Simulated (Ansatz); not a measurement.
The end point of a relaxation of CdS. Space group P6₃mc (No. 186), wurtzite type. Computed with r2SCAN (plane waves to 500 eV, PAW, scalar-relativistic; Ansatz, a program for electronic structure).

```xyz
4
Lattice="4.1646 0.0000 0.0000 -2.0823 3.6067 0.0000 0.0000 0.0000 6.7668" Properties=species:S:1:pos:R:3 pbc="T T T"
Cd     2.0823     1.2022     3.8165
Cd     0.0000     2.4044     0.4331
S      0.0000     2.4044     2.9840
S      2.0823     1.2022     6.3674
```

Problem. Predict the band gap from r2SCAN.

Solution. 1.63 eV, direct at Γ (no spin-orbit coupling).

No spin polarisation in the result.

Measured for CdS: a 4.136 Å (as listed in Ankan Biswas, S.R. Meher, Deepak K. Kaushik, Journal of Physics Conference Series (2022)); c 6.714 Å (as listed in Ankan Biswas, S.R. Meher, Deepak K. Kaushik, Journal of Physics Conference Series (2022)). Computed minus measured — a: r2SCAN +0.7 %; c: r2SCAN +0.8 %. The computed values are for a static lattice.

It was reached from a disturbed copy of a P4/nmm (No. 129) cell, against which it lies -0.46 eV/atom.
